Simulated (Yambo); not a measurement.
Yambo run on CsH (CsCl type, space group Pm-3m, No. 221). The wavefunctions come from this Quantum ESPRESSO step (LDA, PseudoDojo standard norm-conserving files, scalar-relativistic):

```
&CONTROL
  calculation = 'nscf'
  pseudo_dir = './pseudo'
  outdir = './out'
/
&SYSTEM
  ibrav = 0
  nat = 2
  ntyp = 2
  ecutwfc = 74.0
  ecutrho = 296.0
  occupations = 'fixed'
  force_symmorphic = .true.
  nbnd = 122
/
&ELECTRONS
  conv_thr = 2e-09
  diago_full_acc = .true.
  diago_thr_init = 1e-08
/
ATOMIC_SPECIES
H 1.0080 H.upf
Cs 132.9055 Cs.upf
CELL_PARAMETERS angstrom
  3.818410000000   0.000000000000   0.000000000000
  0.000000000000   3.818410000000   0.000000000000
  0.000000000000   0.000000000000   3.818410000000
ATOMIC_POSITIONS crystal
H   0.500000000000   0.500000000000   0.500000000000
Cs   0.000000000000   0.000000000000   0.000000000000
K_POINTS automatic
4 4 4 0 0 0
```

Yambo input:

```
rim_cut
gw0
dyson
el_el_corr
HF_and_locXC
ppa
em1d
RandQpts= 1000000
RandGvec= 1 Ry
EXXRLvcs= 74 Ry
VXCRLvcs= 296 Ry
Chimod= "HARTREE"
% BndsRnXp
 1 | 121 |
%
NGsBlkXp= 10 Ry
% LongDrXp
 1.0 | 1.0 | 1.0 |
%
PPAPntXp= 27.2114 eV
% GbndRnge
 1 | 121 |
%
GTermKind= "BG"
DysSolver= "n"
ExtendOut
% QPkrange
 3 | 3 | 5 | 6 |
 10 | 10 | 5 | 6 |
%
```

k points by index: 3 = X, 10 = R.

The o-*.qp file then holds:

```
#    K-point    Band    Eo [eV]    E [eV]    E-Eo [eV]    Vxc [eV]    Vnlxc [eV]    Sc|Eo [eV]    Sc|E [eV]    dSc/dw|Eo [eV]    Re(Z)    Im(Z)
#
    3    5    -0.261784    -1.707730    -1.445946    -10.03255    -13.17535    1.312825    1.696855    -7.226348    0.790158    -0.001793
    3    6    2.298035    2.972077    0.674042    -7.741837    -3.469866    -3.466801    -3.597929    -5.292659    0.837167    -0.001287
    10    5    0.000000    -1.391318    -1.391318    -9.762956    -12.72941    1.200450    1.575135    -7.327395    0.787847    -0.001671
    10    6    2.488806    3.115673    0.626867    -7.817968    -3.736705    -3.330798    -3.454396    -5.364156    0.835330    -0.001298
```
(The two width columns are left out.) Convergence of these settings isn't established.

Geometry of the Materials Project entry, not relaxed at this level.

The structure is a Materials Project entry; no match was found in the copy of COD used, and its stability was not checked.
